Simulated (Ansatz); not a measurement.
LaSe₂ in space group P2_1/c (No. 14; La on 4e, Se on 4e, Se on 4e) under volume change, the program Ansatz at the LDA level (PAW), shape and atoms relaxed at each volume.

| V (Å³/atom) | E − E(relaxed) (meV/atom) | P (GPa) |
|---|---|---|
| 22.238 | 54.4 | 8.58 |
| 22.972 | 22.9 | 5.25 |
| 23.705 | 5.4 | 2.43 |
| 24.438 | 0.0 | -0.01 |
| 25.171 | 4.8 | -2.06 |
| 25.904 | 18.4 | -3.82 |
| 26.637 | 39.3 | -5.31 |

**Question.** What does a third-order Birch–Murnaghan fit give for V₀, B₀ and B′?

**Answer.** V₀ = 24.44 Å³/atom, B₀ = 74.2 GPa, B′ = 4.3.

The workflow started from a Materials Project entry (that database holds measured and hypothetical structures alike); the Crystallography Open Database copy checked does not list it. Whether it is the stable phase at ambient conditions was not checked. Symmetry was held in the LDA relaxation; its stability against distortions is not shown here. Scalar-relativistic: spin–orbit coupling is off unless named, which matters more the heavier the elements.

Potentials: the later of the program's two PAW sets.
